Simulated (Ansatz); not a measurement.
One stationary structure of MgS. Space group Fm-3m (No. 225), rock salt type. These are r2SCAN (plane waves to 500 eV, PAW, scalar-relativistic; Ansatz, a first-principles code) values and carry that method's errors.

```cif
data_Mg4S4
_chemical_formula_sum 'Mg4 S4'
_space_group_name_H-M_alt 'Fm-3m'
_space_group_IT_number 225
_space_group_name_Hall '-F 4 2 3'
_cell_length_a 5.20308
_cell_length_b 5.20308
_cell_length_c 5.20308
_cell_angle_alpha 90.000
_cell_angle_beta 90.000
_cell_angle_gamma 90.000
loop_
_atom_site_label
_atom_site_type_symbol
_atom_site_symmetry_multiplicity
_atom_site_Wyckoff_symbol
_atom_site_fract_x
_atom_site_fract_y
_atom_site_fract_z
_atom_site_occupancy
Mg1 Mg 4 b 0.50000 0.50000 0.50000 1
S1 S 4 a 0.00000 0.00000 0.00000 1
```
(The calculation used a cell of 2 atoms; values per cell refer to that cell.)

### Question
What is the computed band gap (r2SCAN)?

### Answer
3.46 eV, indirect (valence top at Γ, conduction bottom at X) (no spin-orbit coupling).

### Question
Estimate the smallest direct gap that r2SCAN returns for this input.

### Answer
4.64 eV at Γ.

No spin polarisation in the result.

Measured for MgS: a 5.188 Å (static lattice; corrected from measurement; as listed in Tamar Goldzak et al., The Journal of Chemical Physics (2022)). Computed minus measured — a: r2SCAN +0.3 %. The computed values are for a static lattice.

The run could not lose the symmetry of its start.
